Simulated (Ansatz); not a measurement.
Notes on Nb3Pb

```xyz
8
Lattice="5.4098 0.0000 0.0000 0.0000 5.4098 0.0000 0.0000 0.0000 5.4098" Properties=species:S:1:pos:R:3 pbc="T T T"
Pb    0.0000    0.0000    0.0000
Pb    2.7049    2.7049    2.7049
Nb    1.3525    0.0000    2.7049
Nb    2.7049    4.0574    0.0000
Nb    4.0574    0.0000    2.7049
Nb    2.7049    1.3525    0.0000
Nb    0.0000    2.7049    4.0574
Nb    0.0000    2.7049    1.3525
```

Level: PBE, no spin polarisation; 420 eV; 6×6×6 Γ-centred mesh; fermi-dirac occupations (width 0.1 eV); Ansatz 0.2.0, fixed geometry.

Problem. What do density and ELF say about some of the short contacts?

Solution. Nb–Nb at 2.70 Å: least valence density 0.40 e/Å³ and ELF 0.33 there. Pb–Nb at 3.02 Å: least valence density 0.22 e/Å³ and ELF 0.20 there. Both are smooth PAW fields, read partly inside the augmentation spheres.

Problem. Is it stable against the elements?

Solution. 0.11 eV an atom against the elements' usual phases (free molecules for gases, crystals otherwise, with no correction for O₂ or N₂), so at this geometry it isn't bound against them. Relaxing would lower it.

Problem. How is the charge shared?

Solution. Bader charges in e: Nb +0.29, Pb -0.86. In the mean Nb gives up most and Pb takes most.

Problem. Is there a gap?

Solution. It is a metal, with about 11 states/eV a cell as the mean within 0.25 eV of the Fermi level, mostly Nb d (85 %).

Problem. What does the stress say?

Solution. The pressure is -3.1 GPa (compression positive), so with the atoms held at these fractions the cell would first shrink.

Origin: a database entry at a rescaled volume. Caveats: many states at the Fermi level without spin polarisation, so a magnetic state may lie lower.
